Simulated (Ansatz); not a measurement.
Cl:
```cif
data_Cl8
_chemical_formula_sum 'Cl8'
_space_group_name_H-M_alt 'Cmce'
_space_group_IT_number 64
_space_group_name_Hall '-C 2ac 2'
_cell_length_a 7.98667
_cell_length_b 4.29337
_cell_length_c 8.33554
_cell_angle_alpha 90.000
_cell_angle_beta 90.000
_cell_angle_gamma 90.000
loop_
_atom_site_label
_atom_site_type_symbol
_atom_site_symmetry_multiplicity
_atom_site_Wyckoff_symbol
_atom_site_fract_x
_atom_site_fract_y
_atom_site_fract_z
_atom_site_occupancy
Cl1 Cl 8 f 0.00000 0.11355 0.39347 1
```
(The calculation used a cell of 4 atoms; values per cell refer to that cell.)

Relaxed with PBE.

Which orbitals make up the states near the band edges in the program Ansatz at the PBE level (PAW)?

Top 1 eV of the valence band: Cl 3p 99 %. Bottom 1 eV of the conduction band: Cl 3p 92 %, Cl 3s 5 %. Projections are on Löwdin-orthogonalised atomic valence shells; empty p or d shells of many metals are not among them.

Tabulate the density of states.

States/eV per cell of 4 atoms, in 0.25 eV bins, energy from the valence-band maximum.

| E (eV) | total | Cl 3p | Cl 3s |
|---|---|---|---|
| -7.85 | 0.00 | 0.00 | 0.00 |
| -7.60 | 0.00 | 0.00 | 0.00 |
| -7.35 | 0.00 | 0.00 | 0.00 |
| -7.10 | 0.00 | 0.00 | 0.00 |
| -6.85 | 0.00 | 0.00 | 0.00 |
| -6.60 | 0.00 | 0.00 | 0.00 |
| -6.35 | 0.00 | 0.00 | 0.00 |
| -6.10 | 0.00 | 0.00 | 0.00 |
| -5.85 | 0.00 | 0.00 | 0.00 |
| -5.60 | 0.00 | 0.00 | 0.00 |
| -5.35 | 2.32 | 2.12 | 0.17 |
| -5.10 | 6.12 | 5.52 | 0.51 |
| -4.85 | 4.56 | 4.06 | 0.44 |
| -4.60 | 2.56 | 2.24 | 0.27 |
| -4.35 | 0.44 | 0.38 | 0.05 |
| -4.10 | 0.00 | 0.00 | 0.00 |
| -3.85 | 0.00 | 0.00 | 0.00 |
| -3.60 | 0.00 | 0.00 | 0.00 |
| -3.35 | 0.95 | 0.94 | 0.00 |
| -3.10 | 8.97 | 8.84 | 0.06 |
| -2.85 | 12.32 | 12.19 | 0.04 |
| -2.60 | 9.76 | 9.65 | 0.03 |
| -2.35 | 0.00 | 0.00 | 0.00 |
| -2.10 | 0.00 | 0.00 | 0.00 |
| -1.85 | 0.00 | 0.00 | 0.00 |
| -1.60 | 0.00 | 0.00 | 0.00 |
| -1.35 | 0.00 | 0.00 | 0.00 |
| -1.10 | 0.00 | 0.00 | 0.00 |
| -0.85 | 1.62 | 1.61 | 0.01 |
| -0.60 | 7.81 | 7.74 | 0.03 |
| -0.35 | 15.53 | 15.43 | 0.05 |
| -0.10 | 7.04 | 7.01 | 0.01 |
| 0.15 | 0.00 | 0.00 | 0.00 |
| 0.40 | 0.00 | 0.00 | 0.00 |
| 0.65 | 0.00 | 0.00 | 0.00 |
| 0.90 | 0.00 | 0.00 | 0.00 |
| 1.15 | 0.00 | 0.00 | 0.00 |
| 1.40 | 0.00 | 0.00 | 0.00 |
| 1.65 | 0.00 | 0.00 | 0.00 |
| 1.90 | 0.00 | 0.00 | 0.00 |
| 2.15 | 0.00 | 0.00 | 0.00 |
| 2.40 | 2.65 | 2.40 | 0.18 |
| 2.65 | 6.31 | 5.77 | 0.35 |
| 2.90 | 7.03 | 6.48 | 0.31 |
| 3.15 | 0.02 | 0.02 | 0.00 |
| 3.40 | 0.00 | 0.00 | 0.00 |
| 3.65 | 0.00 | 0.00 | 0.00 |
| 3.90 | 0.00 | 0.00 | 0.00 |
| 4.15 | 0.00 | 0.00 | 0.00 |
| 4.40 | 0.00 | 0.00 | 0.00 |
| 4.65 | 0.00 | 0.00 | 0.00 |
| 4.90 | 0.00 | 0.00 | 0.00 |
| 5.15 | 0.00 | 0.00 | 0.00 |
| 5.40 | 0.00 | 0.00 | 0.00 |
| 5.65 | 0.00 | 0.00 | 0.00 |
| 5.90 | 0.00 | 0.00 | 0.00 |
| 6.15 | 0.02 | 0.00 | 0.00 |
| 6.40 | 0.26 | 0.00 | 0.00 |
| 6.65 | 0.50 | 0.01 | 0.00 |
| 6.90 | 0.73 | 0.01 | 0.00 |
| 7.15 | 1.16 | 0.02 | 0.00 |

The PBE relaxation kept the symmetry of its start. The substance is a gas or liquid at ambient conditions; this is its low-temperature solid. The volume lies over 15 % above that of the usual cell of this phase: another minimum, or an error of the functional. A crystal of weakly bound molecules computed without a dispersion correction: the cell and the soft elastic constants depend strongly on that.

Potentials: the later of the program's two PAW sets.
